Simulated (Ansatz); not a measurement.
Li3LaSb2:
```xyz
6
Lattice="4.6391 0.0000 0.0000 -2.3196 4.0176 0.0000 0.0000 0.0000 7.4829" Properties=species:S:1:pos:R:3 pbc="T T T"
Li     0.0000     0.0000     3.7415
Li     2.3196     1.3392     2.6848
Li     0.0000     2.6784     4.7981
La     0.0000     0.0000     0.0000
Sb     0.0000     2.6784     1.9351
Sb     2.3196     1.3392     5.5479
```

The program Ansatz at the r²SCAN level (PAW) gives a gap of 0.46 eV without spin–orbit coupling, maximum at Γ, minimum at L.

### Question
What happens when spin–orbit coupling is switched on?

### Answer
The gap decreases by 0.14 eV, to 0.32 eV; maximum at Γ, minimum at L.

### Question
Give the electron effective mass with spin–orbit coupling.

### Answer
0.19, 0.21, 1.7 mₑ (principal values).

### Question
Give the hole effective mass with spin–orbit coupling.

### Answer
0.16, 0.60, 0.60 mₑ (principal values).

Space group P-3m1. The workflow started from a Materials Project entry (that database holds measured and hypothetical structures alike); the Crystallography Open Database copy checked does not list it. Its standing as an ambient phase is unchecked. Symmetry was held in the r²SCAN relaxation; whether a distortion lowers the energy is not shown.

Potentials: the later of the program's two PAW sets.
